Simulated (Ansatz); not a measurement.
# Two states of VF3

```xyz
8
Lattice="2.6031 1.5029 4.5125 -2.6031 1.5029 4.5125 0.0000 -3.0058 4.5125" Properties=species:S:1:pos:R:3 pbc="T T T"
V     0.0000    0.0000    0.0000
V     0.0000    0.0000    6.7687
F    -0.5201    1.5029    7.8968
F    -1.0415   -1.2019    7.8968
F     1.5616   -0.3010    7.8968
F     0.5201   -1.5029    5.6406
F     1.0415    1.2019    5.6406
F    -1.5616    0.3010    5.6406
```

Single point in Ansatz 0.2.0 with r2SCAN, with U_eff = 2.89 eV on V d (all-electron-ortho-atomic projectors). Cutoff 500 eV, PAW datasets, 5×5×5 Γ-centred k mesh, fermi-dirac filling (width 0.1 eV).

State A: V1 down, V2 up (collinear spin). State B: V1 up, V2 up (collinear spin).

Question: Which state is lower, and how do they differ?

Answer: They are level within 1 meV an atom.

```json
{"state": "A", "free energy (meV/atom)": "0.0", "largest moment in a small sphere (μB)": "1.55", "net moment (μB/cell)": "0.00", "gap on mesh (eV)": "3.06", "pressure (GPa)": "-0.6", "largest force (eV/Å)": "0.03"}
{"state": "B", "free energy (meV/atom)": "0.5", "largest moment in a small sphere (μB)": "1.57", "net moment (μB/cell)": "4.00", "gap on mesh (eV)": "2.15", "pressure (GPa)": "-0.5", "largest force (eV/Å)": "0.05"}
```

Origin: a database entry at a rescaled volume. Caveats: an odd or shifted mesh can miss the band edges, so this level's true gap may be smaller.
